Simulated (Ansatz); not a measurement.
Consider the following.

IrW:
```cif
data_Ir4W4
_chemical_formula_sum 'Ir4 W4'
_space_group_name_H-M_alt 'Fm-3m'
_space_group_IT_number 225
_space_group_name_Hall '-F 4 2 3'
_cell_length_a 5.14707
_cell_length_b 5.14707
_cell_length_c 5.14707
_cell_angle_alpha 90.000
_cell_angle_beta 90.000
_cell_angle_gamma 90.000
loop_
_atom_site_label
_atom_site_type_symbol
_atom_site_symmetry_multiplicity
_atom_site_Wyckoff_symbol
_atom_site_fract_x
_atom_site_fract_y
_atom_site_fract_z
_atom_site_occupancy
Ir1 Ir 4 a 0.00000 0.00000 0.00000 1
W1 W 4 b 0.50000 0.50000 0.50000 1
```
(The calculation used a cell of 2 atoms; values per cell refer to that cell.)

This is the PBEsol-relaxed structure.

Q: All from the program Ansatz at the PBEsol level (PAW), unless another level is named. Estimate the bulk modulus (Birch–Murnaghan fit).

A: 267 GPa.

Q: Next, the highest zone-centre frequency?

A: 43 cm^-1.

The start of the workflow was typed in or built on a structure type; neither database checked (COD, Materials Project) lists it. COD files the formula under space group No. 51. Its standing as an ambient phase is unchecked. Symmetry was held in the PBEsol relaxation. At this level the phase is mechanically unstable. No spin polarisation was allowed. Its formation energy is positive at this level, so the cell may be metastable or incomplete. As this level gives no gap, phonon frequencies hold no LO–TO term and depend on the k-mesh and smearing (Fermi–Dirac, 0.1 eV here). Spin–orbit coupling is left out wherever it is not named.

Potentials: the earlier of the program's two PAW sets. The files were generated under PBE; for other functionals the program regenerates the frozen cores, and for LDA and PBEsol the local potential too.
